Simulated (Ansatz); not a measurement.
CdAu: a vibration from a frozen displacement

Computed with DFT r2SCAN, scalar-relativistic, plane waves, PAW (Ansatz). The runs took a 500 eV cutoff, a Γ-centred 14×14×14 mesh and Gaussian smearing (0.15 eV). Spin–orbit coupling is left out, which matters for the heavy elements here. No spin polarisation. Energies are free energies at this smearing, counted from the undisturbed cell; pressure is positive in compression.

The undisturbed cell (as given, not relaxed at this level; it stands at 1.2 GPa):

```
Cd Au
1.0
     3.34000    0.00000    0.00000
     0.00000    3.34000    0.00000
     0.00000    0.00000    3.34000
Cd Au
1 1
Cartesian
  1.6700 1.6700 1.6700
  0.0000 0.0000 0.0000
```

Every Au atom is moved by x along the Cartesian unit vector (0.000, 0.000, 1.000); the cell and all other atoms stay fixed. The cell's volume is 37.26 Å³; the moved atoms weigh 196.967 u together and the others 112.414 u. Some rows repeat others by symmetry and weren't run.

```
  x (Å)  ΔE (meV/cell) total force on the moved atoms along the move (eV/Å) pressure (GPa)
-0.5000         445.01                                                1.7572         11.5824
-0.4375         341.64                                                1.5493          9.2621
-0.3750         251.51                                                1.3339          7.1990
-0.3125         174.97                                                1.1148          5.4119
-0.2500         112.19                                                0.8942          3.9185
-0.1875          63.22                                                0.6726          2.7372
-0.1250          28.14                                                0.4497          1.8837
-0.0625           7.04                                                0.2253          1.3680
 0.0000           0.00                                                0.0000          1.1955
 0.0625           7.04                                               -0.2253          1.3680
 0.1250          28.14                                               -0.4497          1.8837
 0.1875          63.22                                               -0.6726          2.7372
 0.2500         112.19                                               -0.8942          3.9185
 0.3125         174.97                                               -1.1148          5.4119
 0.3750         251.51                                               -1.3339          7.1990
 0.4375         341.64                                               -1.5493          9.2621
 0.5000         445.01                                               -1.7572         11.5824
```

Q: What frequency belongs to this motion?

A: The force constant is k = −dF/dx = 3.605 eV/Å², from the parabola through x = -0.0625, 0 and 0.0625. In every cell the moved atoms swing against the rest, so the mass is μ = m₁m₂/(m₁ + m₂) = 71.568 u, and ν̃ = 521.5 cm⁻¹ × √(|k|/μ) = 117 cm⁻¹, at this cell's pressure of 1.2 GPa. To first order in x, and within 1 %, the force on every atom lies along the move and, within each of the two groups, in proportion to the atom's mass, so this is itself a mode at the zone centre of this cell.

Q: How far does the harmonic law reach?

A: At x = -0.500 Å, kx²/2 = 450.60 meV against the computed 445.01 meV (-1.2 %): the well is still close to harmonic there.

Q: The pressure changes with x². What does that say about the frequency under compression?

A: With E = k(V)x²/2, k ∝ V^(−2γ) and x scaling with the cell as V^(1/3), P − P0 = −∂E/∂V = (2γ − 2/3) ΔE/V. At x = 0.1250 Å, V(P − P0) = 37.26 × 0.68823 / 160.2 eV = 160.05 meV and ΔE = 28.14 meV, so γ = 1/3 + V(P − P0)/(2ΔE) = 3.18. This is the Grüneisen parameter of the motion under uniform scaling of the cell: shrinking the cell evenly by 1 % in volume raises the frequency by about 3.18 %.

In a metal these slopes depend on the k mesh and the smearing.